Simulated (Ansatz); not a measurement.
LaH₃ in space group Fm-3m (No. 225; La on 4a, H on 4b, H on 8c), a = b = c = 5.5730 Å, α = β = γ = 90.00°; the cell used has 4 atoms.

Relaxed with r²SCAN.

Give the optical modes at the zone centre with their infrared activity from DFPT, r²SCAN in the plane-wave PAW code Ansatz.

Transverse frequencies, without the LO–TO term; a row sums one degenerate level.

```json
[
 {"ω (cm⁻¹)": "267", "degeneracy": "3", "IR ((D/Å)²/amu)": "386.86", "activity": "IR", "symmetry": "T1u"},
 {"ω (cm⁻¹)": "908", "degeneracy": "3", "IR ((D/Å)²/amu)": "0.00", "activity": "IR-inactive", "symmetry": "T2g"},
 {"ω (cm⁻¹)": "964", "degeneracy": "3", "IR ((D/Å)²/amu)": "72.34", "activity": "IR", "symmetry": "T1u"}
]
```

How high does the top mode go among those that the LO–TO term moves?

1099 cm⁻¹ for q along x.

The first step of the workflow began from a Materials Project structure, measured or hypothetical; the Crystallography Open Database copy checked does not list it. Its standing as an ambient phase is unchecked. The cell was relaxed with r²SCAN under the symmetry of its start. At this level the phase is dynamically unstable (imaginary phonons). Spin–orbit coupling is left out wherever it is not named.

Potentials: the later of the program's two PAW sets.
